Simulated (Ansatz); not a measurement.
GaN:
```
CELL_PARAMETERS angstrom
      3.18504     0.00000     0.00000
     -1.59252     2.75832     0.00000
      0.00000     0.00000     5.17863
ATOMIC_POSITIONS crystal
  Ga 0.66667 0.33333 0.49889
  Ga 0.33333 0.66667 0.99889
  N  0.66667 0.33333 0.87611
  N  0.33333 0.66667 0.37611
```

Relaxed with HSE06. Special points in fractions of this cell's reciprocal vectors: Γ (0.000, 0.000, 0.000); M (0.500, 0.000, 0.000); K (0.333, 0.333, 0.000); A (0.000, 0.000, 0.500); L (0.500, 0.000, 0.500); H (0.333, 0.333, 0.500).

### Question
List the band energies nearest the valence-band maximum at these points for the program Ansatz at the HSE06 level (PAW).

### Answer
In eV from the valence-band maximum; about four levels below and three above (degenerate sets whole), none deeper than 8.9 eV; points with the same levels are listed once.

| k | below | above |
|---|---|---|
| Γ | -1.13 -1.13 -0.02 0.00 0.00 | 3.20 5.70 11.00 |
| M | -4.50 -2.96 -2.34 -1.08 | 6.36 7.00 7.45 |
| K | -5.67 -5.67 -3.20 -3.20 -2.95 | 6.35 9.65 9.65 |
| A | -0.58 -0.58 -0.58 -0.58 | 5.68 5.68 10.10 10.10 |
| L | -2.10 -2.10 -2.02 -2.02 | 5.70 5.70 9.36 9.36 |
| H | -4.52 -4.52 -1.57 -1.57 | 7.92 7.92 8.74 8.74 |

Space group P6_3mc (wurtzite). The cell was relaxed with HSE06 under the symmetry of its start. The hybrid was solved on a coarse mesh, the path and, where they were found, the r²SCAN edge points; its band edges are the extreme levels among these. Spin–orbit coupling is left out wherever it is not named.

Potentials: the earlier of the program's two PAW sets.
